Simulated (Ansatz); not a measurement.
**Relaxing a structure of ZnCu**

The start is a relaxed ZnCu cell with every coordinate shifted by Gaussian noise of σ = 0.3 Å. The cell and all atomic positions are relaxed at zero pressure with PBE (plane waves to 420 eV, PAW, scalar-relativistic; Ansatz, an electronic-structure program). The first steps use a coarse 11×11×11 k-mesh.

Initial structure:
```
CELL_PARAMETERS angstrom
      2.96382     0.00000     0.00000
      0.00000     2.96382     0.00000
      0.00000     0.00000     2.96382
ATOMIC_POSITIONS crystal
  Zn 0.51523 0.53985 0.46055
  Cu 0.00148 0.99604 0.00919
```

By how much does the energy per atom fall from start to end?

0.05 eV/atom.

Does it find its way back to the structure it was made from?

The parent structure is recovered, Pm-3m (No. 221).

How do the shortest distances between atoms change?

The closest pairs of elements (up to four, under 3.6 Å), start → end: Cu–Zn 2.39 → 2.57 Å; Zn–Zn 2.96 → 2.96 Å; Cu–Cu 2.96 → 2.96 Å.

What band gap does the relaxed structure have at this level?

Zero (metallic).

Relaxed structure:

```cif
data_CuZn
_chemical_formula_sum 'Zn1 Cu1'
_space_group_name_H-M_alt 'Pm-3m'
_space_group_IT_number 221
_space_group_name_Hall '-P 4 2 3'
_cell_length_a 2.96382
_cell_length_b 2.96382
_cell_length_c 2.96382
_cell_angle_alpha 90.000
_cell_angle_beta 90.000
_cell_angle_gamma 90.000
loop_
_atom_site_label
_atom_site_type_symbol
_atom_site_symmetry_multiplicity
_atom_site_Wyckoff_symbol
_atom_site_fract_x
_atom_site_fract_y
_atom_site_fract_z
_atom_site_occupancy
Zn1 Zn 1 b 0.50000 0.50000 0.50000 1
Cu1 Cu 1 a 0.00000 0.00000 0.00000 1
```

Final values are on a 16×16×16 k-mesh of the relaxed cell. No spin polarisation in the result.
